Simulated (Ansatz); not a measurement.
Ti:
```yaml
crystal:
  lattice:
    - [4.51424, 0.00000, 0.00000]
    - [-2.25712, 3.90945, 0.00000]
    - [0.00000, 0.00000, 2.79897]
  atoms:
    - { symbol: Ti, position: [0.00000, 0.00000, 0.00000] }
    - { symbol: Ti, position: [0.33333, 0.66667, 0.50000] }
    - { symbol: Ti, position: [0.66667, 0.33333, 0.50000] }
```

Relaxed with PBEsol. Special points in fractions of this cell's reciprocal vectors: Γ (0.000, 0.000, 0.000); M (0.500, 0.000, 0.000); K (0.333, 0.333, 0.000); A (0.000, 0.000, 0.500); L (0.500, 0.000, 0.500); H (0.333, 0.333, 0.500).

Task: List the band energies nearest the Fermi level at these points for PBEsol (plane waves, PAW; program Ansatz).

Result: In eV from the Fermi level; about four levels below and three above (degenerate sets whole), none deeper than 8.9 eV; points with the same levels are listed once.

```tsv
k	below	above
Γ	-0.72 -0.72 -0.62 -0.62 -0.01	0.71 1.34 1.34
M	-2.72 -0.45 -0.43 -0.37	0.05 0.56 1.05
K	-3.17 -3.17 -0.32 -0.32 -0.08	0.10 0.43 0.43
A	-2.22 -2.22 -2.22 -1.73 -1.71 -1.71	1.09 1.09 1.31 1.31
L	-1.79 -1.24 -0.69 -0.68	0.35 0.84 1.03
H	-1.47 -1.47 -1.15 -1.15 -1.01	0.67 0.67 0.80 0.80
```

Space group P6/mmm. This is a known high-pressure phase of the composition, computed here at zero pressure and temperature. Symmetry was held in the PBEsol relaxation; its stability against distortions is not shown here. No spin polarisation was allowed.

Potentials: the earlier of the program's two PAW sets.
